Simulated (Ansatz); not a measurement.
TlTe₃Mo₃ in space group P6_3/m (No. 176; Mo on 6h, Tl on 2d, Te on 6h), LDA in the plane-wave PAW code Ansatz, all energies at zero smearing, with the estimated change up to a 700 eV cutoff added, with one set of potentials and settings (totals compare only within such a set). Cell of 14 atoms (6 Mo, 2 Tl, 6 Te): -92317.229 eV.

| element | reference phase | E (eV/atom) |
|---|---|---|
| Mo | Im-3m, 1 atoms in the cell | -4842.8590 |
| Tl | P6_3/mmc, 2 atoms in the cell | -11146.5895 |
| Te | P3_121, 3 atoms in the cell | -6827.2001 |

Formation energy per atom, worked out: (-92317.229 − 6×(-4842.8590) − 2×(-11146.5895) − 6×(-6827.2001))/14 = -0.264 eV/atom (-25 kJ per mol of atoms), at 0 K, without zero-point energy or fitted corrections.

The workflow started from an entry of the Crystallography Open Database (COD). Its standing as an ambient phase is unchecked. The cell was relaxed with LDA under the symmetry of its start; its stability against distortions is not shown here. The run is not spin-polarised. The references are the lowest solids computed at this level, not always the standard phases. Spin–orbit coupling is left out wherever it is not named.

Potentials: the later of the program's two PAW sets.
